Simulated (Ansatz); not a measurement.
Nb3Ir:
```xyz
4
Lattice="4.0567 0.0000 0.0000 0.0000 4.0567 0.0000 0.0000 0.0000 4.0567" Properties=species:S:1:pos:R:3 pbc="T T T"
Nb     0.0000     2.0284     2.0284
Nb     2.0284     2.0284     0.0000
Nb     2.0284     0.0000     2.0284
Ir     0.0000     0.0000     0.0000
```

Relaxed with PBEsol. Special points in fractions of this cell's reciprocal vectors: Γ (0.000, 0.000, 0.000); X (0.000, 0.500, 0.000); M (0.500, 0.500, 0.000); R (0.500, 0.500, 0.500).

Problem. List the band energies nearest the Fermi level at these points for PBEsol in the plane-wave PAW code Ansatz.

Solution. In eV from the Fermi level; about four levels below and three above (degenerate sets whole), none deeper than 8.9 eV; points with the same levels are listed once.

| k | below | above |
|---|---|---|
| Γ | -4.49 -4.49 -4.49 -0.82 -0.82 -0.82 | 1.48 1.48 3.65 3.65 3.65 |
| X | -2.25 -1.72 -1.48 -1.48 | 0.72 0.99 0.99 |
| M | -1.34 -1.25 -1.25 -1.22 | 1.37 1.37 1.43 1.43 |
| R | -1.09 -1.09 -1.09 -0.12 -0.12 -0.12 | 1.15 1.15 1.15 |

Space group Pm-3m (Cu3Au type). The cell is a constructed one: a structure type filled with these elements; neither database checked (COD, Materials Project) lists it. COD files the formula under space group No. 223. Whether it is the stable phase at ambient conditions was not checked. The cell was relaxed with PBEsol under the symmetry of its start. At this level the phase is mechanically unstable. No spin polarisation was allowed. Scalar-relativistic: spin–orbit coupling is off unless named, which matters more the heavier the elements.

Potentials: the earlier of the program's two PAW sets. The files were generated under PBE; for other functionals the program regenerates the frozen cores, and for LDA and PBEsol the local potential too.
